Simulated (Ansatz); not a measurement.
Space group P4/mmm (No. 123). a = 2.868 Å, b = 2.868 Å, c = 12.140 Å, α = 90.00°, β = 90.00°, γ = 90.00°
```
atom  site  symmetry       x       y       z
  Li    1a     4/mmm  0.0000  0.0000  0.0000
  Al    2h       4mm  0.5000  0.5000  0.8284
  Al    2g       4mm  0.0000  0.0000  0.6646
  Al    1d     4/mmm  0.5000  0.5000  0.5000
```

Equation of state of this LiAl5 structure (not necessarily the ground state), with shape and atoms relaxed at each volume where symmetry leaves them free. It has no gap at any of these volumes. These are results of DFT PBE, scalar-relativistic, plane waves, PAW (Ansatz 0.2.0), not measurements.

Settings: cutoff 420 eV, Γ-centred mesh 12×12×4 on the computed 6-atom cell, Gaussian smearing of 0.10 eV; no spin polarisation.

| V (Å³/atom) | E − E(largest V) (meV/atom) | P (GPa) |
| --- | --- | --- |
| 14.641 | 28.81 | 9.85 |
| 15.141 | 3.16 | 6.77 |
| 15.640 | -13.67 | 4.14 |
| 16.139 | -23.01 | 1.92 |
| 16.638 | -25.92 | 0.00 |
| 17.137 | -23.22 | -1.65 |
| 17.636 | -15.78 | -3.03 |
| 18.302 | 0.00 | -4.52 |

Problem. Fit a third-order Birch–Murnaghan equation, E = E0 + (9V0B0/16)·[(x − 1)³B0' + (x − 1)²(6 − 4x)] with x = (V0/V)^(2/3), to E(V).

Solution. V0 = 16.63 Å³/atom, B0 = 59 GPa, B0' = 4.2.

The cell was found from a structure generator's guess, not taken from experiment.
